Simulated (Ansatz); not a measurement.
Ir (Fm-3m); total moment held at 0.5 μB.

```xyz
1
Lattice="0.0000 1.9156 1.9156 1.9156 0.0000 1.9156 1.9156 1.9156 0.0000" Properties=species:S:1:pos:R:3 pbc="T T T"
Ir    0.0000    0.0000    0.0000
```

The source of the geometry is a measured structure from COD (the entry's cell lengths or inner coordinates differ somewhat from later room-temperature determinations); atoms and cell stay fixed.

Functional, mesh and filling: PBE, 15×15×15 k mesh, Fermi–Dirac smearing of 0.03 eV. PAW means Ansatz 0.2.0 on its default frozen-core files. Site moments are integrated in spheres about the atoms. Start moments (μB): Ir 0.5.

Iteration by iteration:

```
iteration  Harris–Foulkes energy less the last (meV)  density residual (eV)  M (μB)  ∫|m| (μB)
        1                                    -64.940                2.2e-01  0.5000     0.5000
        2                                     -7.867                4.2e-02  0.5000     0.5001
        3                                      0.459                2.3e-03  0.5000     0.5005
        4                                      0.014                2.5e-06  0.5000     0.5013
        5                                      0.002                7.5e-08  0.5000     0.5015
        6                                      0.000                6.1e-10  0.5000     0.5015
        7                                      0.000                6.5e-12  0.5000     0.5016
```

Site moments (μB): Ir 0.47. Cell moment 0.50 μB.

The Ansatz runs typed with the search for lower states off end where their start leads. Spin–orbit coupling is left out although heavy atoms are present. These are results for the start and cell typed. The real compound can order otherwise, in a larger cell, or not at all, since semilocal functionals at zero temperature often overstate magnetism.
